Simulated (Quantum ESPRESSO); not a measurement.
## Kohn-Sham bands of SnO (P4/nmm)

```yaml
crystal:
  lattice:
    - [3.81370, 0.00000, 0.00000]
    - [0.00000, 3.81370, 0.00000]
    - [0.00000, 0.00000, 4.88691]
  atoms:
    - { symbol: Sn, position: [0.00000, 0.50000, 0.23537] }
    - { symbol: Sn, position: [0.50000, 0.00000, 0.76463] }
    - { symbol: O, position: [0.50000, 0.50000, 0.00000] }
    - { symbol: O, position: [0.00000, 0.00000, 0.00000] }
```

Cell from Materials Project (mp-2097), symmetrised, no further relaxation. COD (Crystallography Open Database) has the formula in 2 space groups, this one among them (matched by group alone). Method: PBEsol plane waves in Quantum ESPRESSO 7.5 (PseudoDojo norm-conserving files, 68 Ry, spinors with spin-orbit coupling), Bloch states on a 6×6×6 mesh through Γ, Wannier90 4.0.1. Density: 8×8×6 mesh, Gaussian smearing 0.01 Ry. The cell is built of weakly bound layers, chains or molecules, whose nearest atoms lie 3.74 Å apart. Database cells relaxed without dispersion often hold them too far apart, which can enlarge gaps and weakens couplings between them; spacing and stacking were not compared with the measured crystal. With spin-orbit coupling a semilocal functional can close or falsely invert a small gap; the band order was not checked against a better method. The gap is small at this level and was sampled on the meshes and a path alone.

Q: List the Kohn-Sham levels between −8 and 3.1 eV relative to the valence-band maximum at the high-symmetry points, as a band run of pw.x on that density gives them (levels within 2 meV counted together).

A: 
| point | k (reciprocal lattice) | levels (eV) |
|---|---|---|
| Γ | 0.000 0.000 0.000 | -7.68 (×2), -6.61 (×2), -6.30 (×2), -6.21 (×2), -3.45 (×2), -3.20 (×2), -3.12 (×2), -0.01 (×2), 1.99 (×2) |
| X | 0.000 0.500 0.000 | -7.48 (×4), -5.01 (×4), -4.83 (×4), -2.66 (×4), 3.09 (×4) |
| M | 0.500 0.500 0.000 | -5.13 (×4), -2.49 (×4), -1.86 (×4), 0.11 (×4) |
| Z | 0.000 0.000 0.500 | -6.20 (×2), -6.11 (×2), -3.52 (×2), -3.22 (×2), -3.19 (×2), -3.13 (×2), -2.20 (×2), 1.58 (×2), 2.82 (×2) |
| R | 0.000 0.500 0.500 | -7.62 (×4), -5.45 (×4), -4.80 (×4), -1.72 (×4), 2.49 (×4) |
| A | 0.500 0.500 0.500 | -5.56 (×4), -2.62 (×4), -2.49 (×4), 2.35 (×4) |
